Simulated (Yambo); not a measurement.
```
SiO2
1.0
    4.99265     0.00000     0.00000
    0.00000     4.99265     0.00000
    0.00000     0.00000     6.93393
O Si
8 4
Cartesian
  4.46128   3.80135   2.21962
  3.68762   1.96496   3.95310
  0.53137   1.19130   5.68659
  1.30503   3.02769   0.48614
  1.96496   3.68762   2.98083
  1.19130   0.53137   1.24734
  3.02769   1.30503   6.44779
  3.80135   4.46128   4.71431
  3.48816   3.48816   3.46697
  4.00081   0.99184   5.20045
  1.50449   1.50449   0.00000
  0.99184   4.00081   1.73348
```

Response from Yambo on LDA (Quantum ESPRESSO, PseudoDojo norm-conserving, 84 Ry, without SOC) bands: 4×4×2 mesh, 133 bands, 3 Ry local-field block, 0.2 eV broadening.

Give the static electronic dielectric constant without and with local fields along each axis.


| field along | ε(0), independent particles | ε(0), RPA with local fields | refractive index √ε |
|---|---|---|---|
| x | 2.38 | 2.23 | 1.49 |
| z | 2.39 | 2.22 | 1.49 |
Electronic (clamped-ion) response only. LDA gaps are usually too small, which raises these values. Convergence of the RPA response with its 4×4×2 mesh was not tested. x, y and z are Cartesian axes of the cell as given.

Geometry of the Materials Project entry, not relaxed at this level.

This is not the ordinary phase of the substance.
